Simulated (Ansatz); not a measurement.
GaAs:
```
GaAs
1.0
    0.00000     2.69674     2.69674
    2.69674     0.00000     2.69674
    2.69674     2.69674     0.00000
As Ga
1 1
Direct
  0.00000   0.00000   0.00000
  0.50000   0.50000   0.50000
```

Relaxed with PBE. Special points in fractions of this cell's reciprocal vectors: Γ (0.000, 0.000, 0.000); X (0.500, 0.000, 0.500); U (0.625, 0.250, 0.625); K (0.375, 0.375, 0.750); L (0.500, 0.500, 0.500); W (0.500, 0.250, 0.750).

**Question.** List the band energies nearest the Fermi level at these points for DFT-PBE with spin–orbit coupling in the program Ansatz with PAW potentials.

**Answer.** In eV from the Fermi level; about four levels below and three above (degenerate sets whole), none deeper than 8.9 eV; points with the same levels are listed once.

| k | below | above |
|---|---|---|
| Γ | -0.20 -0.20 -0.15 -0.15 | 0.15 0.15 0.15 0.15 |
| X | -2.61 -2.61 -2.43 -2.43 | 3.62 3.62 9.81 9.81 |
| U | -1.85 -1.85 -0.47 -0.47 | 6.00 6.00 6.94 6.94 |
| L | -7.57 -7.57 | 0.13 0.13 0.34 0.34 |
| W | -4.35 -4.35 -4.29 -4.29 | 2.33 2.33 4.05 4.05 |

Space group Fm-3m (rock salt). The start of the workflow was typed in or built on a structure type; neither database checked (COD, Materials Project) lists it. It is not the phase usual at ambient conditions (space group No. 216). Symmetry was held in the PBE relaxation; whether a distortion lowers the energy is not shown. The volume moved by 18 % from the start of the relaxation.

Potentials: the earlier of the program's two PAW sets.
